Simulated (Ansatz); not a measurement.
A generator proposed this cell of Li₄F.

```xyz
5
Lattice="-1.9134 1.9134 3.6178 1.9134 -1.9134 3.6178 1.9134 1.9134 -3.6178" Properties=species:S:1:pos:R:3 pbc="T T T"
Li    0.0000    0.0000    1.7727
Li    0.0000    0.0000    5.4629
Li    0.0000    1.9134    0.0000
Li    1.9134    0.0000    0.0000
F     0.0000    0.0000    0.0000
```

Level of theory: DFT PBE, scalar-relativistic, plane waves, PAW (Ansatz 0.2.0). Plane waves to 420 eV, a k mesh through Γ of 6×6×6 on the computed 5-atom cell and Gaussian smearing (0.10 eV); no spin polarisation.

Energies over the elements count from the elements' standard structures at the same level (F₂ as a molecule), with no fitted energy shifts.

Q: Estimate its pressure, forces and energy as it stands.

A: The pressure is 16.1 GPa (the mean over three directions, positive in compression), the largest force is 0.36 eV/Å, and the energy is −0.84 eV/atom against the elements. The shortest distance is 1.77 Å.

Q: Is it a good guess?

A: A rough one: relaxing gains about 0.22 eV/atom (the start's value is from the coarse mesh, so the gain is rough) in 18 ionic steps and ends at −1.06 eV/atom on the finer mesh. The symmetry stays I4/mmm (No. 139). The volume per atom grows by 49.1 %, from 10.6 to 15.8 Å³. The shortest distance goes from 1.77 Å (Li–F) to 1.94 Å (Li–F). The ratio c/a of the conventional cell changes by a factor of 1.17. Conventional cell: a = 4.147 Å, c = 9.188 Å. Li on a site of symmetry 4mm has 1 F at 1.94 Å; around Li on a site of symmetry mmm lie 2 F at 2.07 Å; F is surrounded by 2 Li at 1.94 Å and 4 Li at 2.07 Å.

The last run used a 12×12×12 mesh for its 5-atom cell and Gaussian smearing of 0.10 eV. The relaxation can't lower the symmetry of the start, and the grade says only how near the guess is to its own end. Symmetry constrained the relaxation, so the result can be a saddle point.
